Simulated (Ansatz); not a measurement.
Input and command of a plane-wave DFT calculation in Ansatz:

```yaml
crystal:
  lattice:
    - [4.0178905085, 0.0, 0.0]
    - [0.0, 4.0178905085, 0.0]
    - [0.0, 0.0, 4.0682400136]
  atoms:
    - { symbol: Sc, position: [0.0, 0.0, 0.0] }
    - { symbol: Bi, position: [0.5, 0.5, 0.515] }
    - { symbol: O, position: [0.5, 0.5, 0.975] }
    - { symbol: O, position: [0.0, 0.5, 0.485] }
    - { symbol: O, position: [0.5, 0.0, 0.485] }
basis:
  ecutwfc: 420
kpoints:
  mp_grid: { grid: [4, 4, 4] }
hamiltonian:
  xc: pbesol
scf:
  occupations: { method: gaussian, width: 0.1 }
  lower_state_search: "off"
output:
  forces: true
  stress: true
  eigenvalues: true
relax:
  adjacent_minimum: "off"
  f_tol: 0.04
  max_steps: 70
  cell: { stress_tol: 0.4 }
```

```bash
ansatz run input.yaml --threads 1 --pin off --max-ram 2560MiB --backend cpu --events-out ev --progress --plain --runs-dir out
```

Processor: Arm Neoverse V1, 1 thread, on a host shared with other jobs.

Q: Estimate time, memory and problem size.

A: About 120 s on 1 thread of Arm Neoverse V1 (shared host), peak memory 0.38 GiB. It solves 27 bands at 18 k points (the mesh reduced by symmetry) with about 1483 plane waves (on the last cell), in 172 SCF iterations over 23 ionic steps.
